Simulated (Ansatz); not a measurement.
A short bond in Sc (diamond type)

```xyz
2
Lattice="0.0000 3.1386 3.1386 3.1386 0.0000 3.1386 3.1386 3.1386 0.0000" Properties=species:S:1:pos:R:3 pbc="T T T"
Sc   -0.7846   -0.7846   -0.7846
Sc    0.7846    0.7846    0.7846
```

This is a prototype cell at a chosen volume, and whether it is the ground state is a separate question.

Its shortest bond, of 2.718 Å between atom 1 (Sc) and the nearest image of atom 2 (Sc), is scaled by moving both atoms along it, with the cell held. The force apart is half the difference of the two atoms' forces along the bond; it holds the pull and push of their other neighbours too.

All numbers are LDA results (scalar-relativistic) from Ansatz 0.2.0, with a Γ-centred 8×8×8 k mesh, Fermi–Dirac smearing of 0.05 eV, no spin polarisation. Methods: LAPW: all electrons, basis error target 1 meV/atom; PAW: frozen-core files, cutoff 420 eV; PAW (partial waves polarizable): frozen-core files, cutoff 420 eV.

Energies are extrapolated to zero smearing and count from the unscaled cell; pressure is positive in compression; gaps take the mesh and a band path. No temperature or zero-point motion is included.

The PAW files were made under PBE.

| bond (Å) | force apart (eV/Å) | P LAPW (GPa) | ΔE LAPW (eV/atom) | P PAW − LAPW (GPa) | ΔE PAW − LAPW (meV/atom) | force PAW − LAPW (eV/Å) |
| --- | --- | --- | --- | --- | --- | --- |
| 2.718 | 0.00 | -1.58 | 0.000 | 0.01 | 0.0 | 0.000 |
| 2.066 | 2.17 | -0.96 | 0.205 | -0.03 | -0.4 | -0.021 |
| 1.903 | 6.18 | 3.91 | ? | -0.21 | -5.6 | -0.132 |
| 1.740 | 15.11 | 15.65 | ? | -0.39 | -24.0 | -0.256 |
| 1.576 | 32.16 | 36.8 | 3.208 | 2.66 | 11.6 | 2.060 |

**Question.** What belongs in the row "1.740", column "ΔE LAPW (eV/atom)"?

**Answer.** 1.343.

**Question.** Give the missing entry: row "1.903", column "ΔE LAPW (eV/atom)".

**Answer.** 0.518.

**Question.** At the last bond length, how far does PAW (partial waves polarizable) lie from LAPW in pressure and in the largest force component?

**Answer.** PAW (partial waves polarizable): +2.61 GPa, 1.170 eV/Å, on a LAPW pressure of 36.8 GPa.

**Question.** How do the Löwdin populations by LAPW change from the unscaled cell to the last row, on the two atoms of the bond?

**Answer.** Sc1 3s 1.96 → 1.87, Sc1 4s 0.94 → 0.76, Sc1 3p 5.97 → 5.86, Sc1 3d 2.07 → 2.40, Sc2 3s 1.96 → 1.87, Sc2 4s 0.94 → 0.76, Sc2 3p 5.97 → 5.86, Sc2 3d 2.07 → 2.40 electrons an atom. These are projections on the shells that the free atoms fill; 0.12 e a cell lies outside them at the start and 0.24 e at the end.
